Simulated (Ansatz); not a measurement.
C (graphite, P6_3/mmc) under volume change, DFT-r²SCAN in the program Ansatz with PAW potentials, shape and atoms relaxed at each volume.

```json
[
 {"V (Å³/atom)": "8.411", "E − E(relaxed) (meV/atom)": "7.1", "P (GPa)": "3.36"},
 {"V (Å³/atom)": "8.688", "E − E(relaxed) (meV/atom)": "___", "P (GPa)": "___"},
 {"V (Å³/atom)": "8.965", "E − E(relaxed) (meV/atom)": "___", "P (GPa)": "___"},
 {"V (Å³/atom)": "9.243", "E − E(relaxed) (meV/atom)": "0.0", "P (GPa)": "0.01"},
 {"V (Å³/atom)": "9.520", "E − E(relaxed) (meV/atom)": "0.5", "P (GPa)": "-0.49"},
 {"V (Å³/atom)": "9.797", "E − E(relaxed) (meV/atom)": "1.6", "P (GPa)": "-0.74"},
 {"V (Å³/atom)": "10.074", "E − E(relaxed) (meV/atom)": "3.1", "P (GPa)": "-0.91"}
]
```

Q: Fill in the missing entries.

A: 
- 8.688, E − E(relaxed) (meV/atom): 2.7
- 8.688, P (GPa): 1.82
- 8.965, E − E(relaxed) (meV/atom): 0.6
- 8.965, P (GPa): 0.72

Q: What does a third-order Birch–Murnaghan fit give for V₀, B₀ and B′?

A: V₀ = 9.24 Å³/atom, B₀ = 20.2 GPa, B′ = 13.4.

The cell was relaxed with r²SCAN under the symmetry of its start. A crystal of weakly bound layers computed without a dispersion correction: the cell and the soft elastic constants depend strongly on that.

Potentials: the later of the program's two PAW sets.
